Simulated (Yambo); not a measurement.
G0W0@PBEsol for Na$_{3}$BrO (anti-perovskite, space group Pm-3m, No. 221) in Yambo (2×2×2 mesh, 7 Ry block, plasmon pole, screening fixed), without a terminator:

```csv
bands N in G,gap Γ → Γ (eV),shift of the valence edge (eV)
110,3.218,-0.408
180,3.288,-0.603
276,3.376,-0.753
```

Problem. Extrapolate both columns to infinite N with E(N) = E∞ + A/N, test the form, and compare with the terminator.

Solution. From two points, E∞ = (N2 E2 − N1 E1)/(N2 − N1). The two largest N give 3.54 eV for the gap and -1.03 eV for the shift; the two smallest give 3.40 eV and -0.91 eV. For the gap the slopes A are -20 and -46 eV: the form isn't reached, and its limit is uncertain. For the shift the slopes A are 55 and 78 eV: the form isn't reached, and its limit is uncertain. With the Bruneval-Gonze terminator and 276 bands the run gives 3.50 eV and -0.93 eV, 0.04 eV and 0.10 eV from the extrapolated values: the terminator too is an estimate of the remainder. Block, mesh and the bands in W are held fixed.

Spin-orbit coupling is included.

Geometry of the Materials Project entry, not relaxed at this level; primitive cell a = b = c = 4.533 Å, α = β = γ = 90.00°.

The structure is a Materials Project entry; no match was found in the copy of COD used, and its stability was not checked.

A shift is the quasiparticle energy of the state minus its PBEsol energy.
